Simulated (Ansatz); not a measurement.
SiC:
```xyz
2
Lattice="0.0000 2.1784 2.1784 2.1784 0.0000 2.1784 2.1784 2.1784 0.0000" Properties=species:S:1:pos:R:3 pbc="T T T"
C      3.2676     3.2676     3.2676
Si     0.0000     0.0000     0.0000
```

Tensor components refer to the Cartesian frame of this cell.

Task: Give the high-frequency dielectric tensor and the Born effective charge tensors of the independent atoms from DFPT, the program Ansatz at the PBEsol level (PAW).

Result: 
ε∞:
```
7.06  0.00  0.00
0.00  7.06  0.00
0.00  0.00  7.06
```
Z* of atom 1 (C), rows: field, columns: displacement, in e:
```
-2.72   0.00   0.00
 0.00  -2.72   0.00
 0.00   0.00  -2.72
```
Z* of atom 2 (Si), rows: field, columns: displacement, in e:
```
2.72  0.00  0.00
0.00  2.72  0.00
0.00  0.00  2.72
```

Space group F-43m (zinc blende). The cell was relaxed with PBEsol under the symmetry of its start.

Potentials: the later of the program's two PAW sets.
